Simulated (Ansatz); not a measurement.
Input file for Ansatz (a quantum-chemistry and plane-wave program):

Ansatz 0.2 input:
```yaml
crystal:
  lattice:
    - [4.2714582385, 0.0, 0.0]
    - [0.0, 4.2714582385, 0.0]
    - [0.0, 0.0, 4.6145075841]
  atoms:
    - { symbol: C, position: [0.5, 0.5, 0.5] }
    - { symbol: C, position: [0.0, 0.0, 0.0] }
    - { symbol: O, position: [0.3079683817, 0.6920316183, 0.5] }
    - { symbol: O, position: [0.6920316183, 0.3079683817, 0.5] }
    - { symbol: O, position: [0.8079683817, 0.8079683817, 0.0] }
    - { symbol: O, position: [0.1920316183, 0.1920316183, 0.0] }
kpoints:
  mp_grid: { grid: [6, 6, 5] }
hamiltonian:
  xc: r2scan
  dispersion: d4
  pseudopotentials: { kind: paw }
scf:
  occupations: { method: fixed }
output:
  optics: { e_range: [0.0, 15.0], de: 0.05, sigma: 0.1, bands: { spectra_wanted_up_to: 12 eV } }
```

Output (shortened):

```
output.optics: the spectra are integrated over the Brillouin zone by k·p interpolation around the k-points, where levels, occupations, output.optics.sigma and …
Pseudopotential: C, paw, valence charge 4
Pseudopotential: O, paw, valence charge 6
Functional definition: r2SCAN
Crystal: 6 atoms, lattice volume = 84.193 Å³
Basis set: ecut = 500 eV, 2137 PW (Γ), exchange–correlation on 128×128×144 points (64 copies of the dense FFT grid, shifted against one another)
Bands: 22, of which v1, the nominal top of the filled ones, is band 16 counted from 1 (15 counted from 0)
Symmetry: 16 space group operations
Space group: P42/mnm (ITA 136), of the structure as read, at distance tolerance 4.4e-5 Å
k-points: 30 of 180
SCF iter   1: F=—  HF=-2775.583645 eV  |F-HF|=—  |Δ(HF+E_count)|=         —  Δρ=8.67e-3  dr2=4.38e-2  dr2_τ=1.02e0  ethr=1.77e-3  ⟨swp⟩=5.5  Hψ=3121  notcnv=0  defer=61
preconditioner: auto → Resta (q_TF=auto, 2.322 Å⁻¹)
SCF iter   2: F=—  HF=-2775.621717 eV  |F-HF|=—  |Δ(HF+E_count)|=   3.81e-2  Δρ=4.55e-3  dr2=5.98e-3  dr2_τ=1.88e-3  ethr=1.37e-4  ⟨swp⟩=2.0  Hψ=1395  notcnv=0  defer=114
SCF iter   3: F=—  HF=-2775.618316 eV  |F-HF|=—  |Δ(HF+E_count)|=   3.40e-3  Δρ=1.37e-3  dr2=9.72e-4  dr2_τ=2.14e-4  ethr=1.87e-5  ⟨swp⟩=2.5  Hψ=1111  notcnv=0  defer=116
SCF iter   4: F=—  HF=-2775.617975 eV  |F-HF|=—  |Δ(HF+E_count)|=   3.41e-4  Δρ=3.29e-4  dr2=5.42e-5  dr2_τ=6.17e-6  ethr=3.04e-6  ⟨swp⟩=2.3  Hψ=1106  notcnv=0  defer=119
SCF iter   5: F=—  HF=-2775.617990 eV  |F-HF|=—  |Δ(HF+E_count)|=   1.53e-5  Δρ=8.81e-5  dr2=4.61e-6  dr2_τ=9.00e-7  ethr=1.69e-7  ⟨swp⟩=2.2  Hψ=1107  notcnv=0  defer=43
SCF iter   6: F=—  HF=-2775.617994 eV  |F-HF|=—  |Δ(HF+E_count)|=   4.02e-6  Δρ=2.11e-5  dr2=3.20e-7  dr2_τ=1.50e-8  ethr=1.44e-8  ⟨swp⟩=2.9  Hψ=1163  notcnv=0  defer=43
SCF iter   7: F=—  HF=-2775.617992 eV  |F-HF|=—  |Δ(HF+E_count)|=   2.30e-6  Δρ=4.30e-6  dr2=8.84e-9  dr2_τ=1.81e-9  ethr=9.99e-10  ⟨swp⟩=2.6  Hψ=1115  notcnv=0  defer=43
SCF iter   8: F=—  HF=-2775.617992 eV  |F-HF|=—  |Δ(HF+E_count)|=   2.12e-9  Δρ=9.50e-7  dr2=3.20e-10  dr2_τ=4.07e-11  ethr=2.76e-11  ⟨swp⟩=2.7  Hψ=1217  notcnv=0  defer=43
SCF iter   9: F=-2775.617992 eV  HF=-2775.617992 eV  |F-HF|=4.55e-13  |Δ(HF+E_count)|=  8.19e-11  Δρ=1.09e-7  dr2=4.35e-12  dr2_τ=3.92e-13  ethr=1.00e-12  ⟨swp⟩=7.7  Hψ=3021  notcnv=0
SCF 1 converged in 9 iterations: F = -2775.617992 eV  dr2 = 4.35e-12
NSCF: frozen V_eff on 30 k-points
Optics k sum: 0 of 30 k-points
Optics k sum: 2 of 30 k-points
Optics k sum: 3 of 30 k-points
Optics k sum: 5 of 30 k-points
Optics k sum: 6 of 30 k-points
Optics k sum: 8 of 30 k-points
Optics k sum: 9 of 30 k-points
Optics k sum: 11 of 30 k-points
Optics k sum: 12 of 30 k-points
Optics k sum: 14 of 30 k-points
Optics k sum: 15 of 30 k-points
Optics k sum: 17 of 30 k-points
Optics k sum: 18 of 30 k-points
Optics k sum: 20 of 30 k-points
Optics k sum: 21 of 30 k-points
Optics k sum: 23 of 30 k-points
Optics k sum: 24 of 30 k-points
Optics k sum: 26 of 30 k-points
Optics k sum: 27 of 30 k-points
Optics k sum: 29 of 30 k-points
Optics k sum: 30 of 30 k-points
Optics k sum: 0 of 30 k-points
Optics k sum: 2 of 30 k-points
Optics k sum: 3 of 30 k-points
Optics k sum: 5 of 30 k-points
Optics k sum: 6 of 30 k-points
Optics k sum: 8 of 30 k-points
Optics k sum: 9 of 30 k-points
Optics k sum: 11 of 30 k-points
Optics k sum: 12 of 30 k-points
Optics k sum: 14 of 30 k-points
Optics k sum: 15 of 30 k-points
Optics k sum: 17 of 30 k-points
Optics k sum: 18 of 30 k-points
Optics k sum: 20 of 30 k-points
Optics k sum: 21 of 30 k-points
Optics k sum: 23 of 30 k-points
Optics k sum: 24 of 30 k-points
Optics k sum: 26 of 30 k-points
Optics k sum: 27 of 30 k-points
Optics k sum: 29 of 30 k-points
Optics k sum: 30 of 30 k-points
NSCF: frozen V_eff on 1 k-points
NSCF: frozen V_eff on 1 k-points
NSCF: frozen V_eff on 1 k-points
output.optics: what the bands over the 32 summed would add to eps1, eps2 and the energy-loss function is held between a lower and an upper bound (13 Lanczos …
SCF converged after 9 iterations
Free energy (F): -2775.617992 eV
Harris-Foulkes:  -2775.617992 eV  (|F-HF|=4.55e-13)
Internal energy: -2775.617992 eV  (E = F + TS)
E sigma→0 (E₀):  -2775.617992 eV
Fermi energy:    -2.072693 eV
--- Per-component energies (eV) ---
  E_band       = -314.163716
  E_kinetic    = 874.468127
  E_local      = -2342.565547  (includes V_loc(G=0)·N_el)
  E_nonlocal   = 247.407122
  E_hartree    = 788.193499
  E_xc         = -378.878200
  E_vxc        = -544.758390  (∫ρ·V_xc dr)
  E_paw        = -842.727228  (= ΣΔE_a)
  E_vpaw       = -162.758067  (= ΣTr[D̂ρ^β])
  E_aug_tail   = 0.003973  (compensation charges beyond the density's cutoff)
  E_vtau       = 37.652119  (kinetic-family band-sum trace: ∫τ·v_τ [+ j·A + Jᵃ·Aᵃ] dr)
  E_ewald      = -1121.127601
  E_disp       = -0.214826  (pairwise vdW)
  E_core_change = -0.177311  (= ΣΔE_core)
  E_smearing   =  0.000000  (= −TS)
  E_closure    =  0.000000  (closes the sum)
  Σ components = -2775.617992   (vs F -2775.617992, Δ=0.00e0)
  [band-id]    e_kinetic+e_local+e_nonlocal+2·e_hartree+e_vxc+e_vpaw+e_augmentation_tail+e_vtau = -314.163665   (vs E_band -314.163716, Δ=5.19e-5)
--- Band table (eV; the first three rows and the last of 30) ---
  k-point 0: bands = ["-24.0049", "-23.7030", "-22.7117", "-22.7117", "-8.0278", "-7.6471", "-6.9925", "-6.5671", "-6.5671", "-5.7423", "-5.7423", "-5.6243", "-3.4191", "-2.5348", "-2.5164", "-2.5164", "5.2187", "6.2734", "6.7109", "6.7109", "7.9460", "9.6137"]
  k-point 1: bands = ["-23.9762", "-23.7319", "-22.7113", "-22.7113", "-8.0526", "-7.7277", "-6.8196", "-6.5144", "-6.5144", "-5.8123", "-5.8123", "-5.7326", "-3.3402", "-2.6254", "-2.5178", "-2.5178", "5.5405", "6.4607", "6.7621", "6.7621", "7.6772", "9.2311"]
  k-point 2: bands = ["-23.9008", "-23.8075", "-22.7107", "-22.7107", "-8.0316", "-7.8999", "-6.4362", "-6.3971", "-6.3971", "-6.0304", "-5.9573", "-5.9573", "-3.1285", "-2.8558", "-2.5204", "-2.5204", "6.2938", "6.8447", "6.8447", "7.0546", "7.0922", "8.1898"]
  k-point 29: bands = ["-23.7820", "-23.7820", "-22.7787", "-22.7787", "-7.9966", "-7.9966", "-6.7583", "-6.7583", "-6.4492", "-6.4492", "-6.0236", "-6.0236", "-2.5576", "-2.5576", "-2.0727", "-2.0727", "6.5323", "6.5323", "7.1539", "7.1539", "10.0306", "10.0306"]
```

Cost: very roughly 40 core-seconds on shared cores.

Space group P4_2/mnm. The workflow started from a Materials Project entry (that database holds measured and hypothetical structures alike); the Crystallography Open Database copy checked does not list it. COD files the formula under space group No. 122, 205. The r²SCAN+D4 relaxation kept the symmetry of its start; whether a distortion lowers the energy is not shown. The substance is a gas or liquid at ambient conditions.

Potentials: the later of the program's two PAW sets.

Ansatz is a plane-wave DFT program.
